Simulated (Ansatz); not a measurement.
InSb:
```xyz
2
Lattice="0.0000 3.3175 3.3175 3.3175 0.0000 3.3175 3.3175 3.3175 0.0000" Properties=species:S:1:pos:R:3 pbc="T T T"
In     0.0000     0.0000     0.0000
Sb     4.9763     4.9763     4.9763
```

Relaxed with the program Ansatz at the PBE level (PAW). Indices refer to the conventional cell of F-43m, a = b = c = 6.635 Å, α = β = γ = 90.00°.

Simulate the powder diffraction pattern (Cu Kα, λ = 1.54184 Å; lines above 1 %) up to 2θ = 90°.

Simulated powder pattern, Cu Kα, λ = 1.54184 Å (kinematic, ideal powder, no thermal factors, no anomalous dispersion; the 30 strongest lines at most, above 1 %, up to 2θ = 90°):

```json
[
 {"2θ (°)": "23.22", "d (Å)": "3.831", "I/Imax (%)": "100", "hkl": "(111)"},
 {"2θ (°)": "38.37", "d (Å)": "2.346", "I/Imax (%)": "80", "hkl": "(220)"},
 {"2θ (°)": "45.33", "d (Å)": "2.001", "I/Imax (%)": "50", "hkl": "(311)"},
 {"2θ (°)": "55.39", "d (Å)": "1.659", "I/Imax (%)": "14", "hkl": "(400)"},
 {"2θ (°)": "60.86", "d (Å)": "1.522", "I/Imax (%)": "20", "hkl": "(331)"},
 {"2θ (°)": "69.39", "d (Å)": "1.354", "I/Imax (%)": "27", "hkl": "(422)"},
 {"2θ (°)": "74.28", "d (Å)": "1.277", "I/Imax (%)": "15", "hkl": "(511)+(333)"},
 {"2θ (°)": "82.18", "d (Å)": "1.173", "I/Imax (%)": "8.5", "hkl": "(440)"},
 {"2θ (°)": "86.85", "d (Å)": "1.122", "I/Imax (%)": "15", "hkl": "(531)"}
]
```

The cell was relaxed with PBE under the symmetry of its start. Scalar-relativistic: spin–orbit coupling is off unless named, which matters more the heavier the elements.

Potentials: the later of the program's two PAW sets.
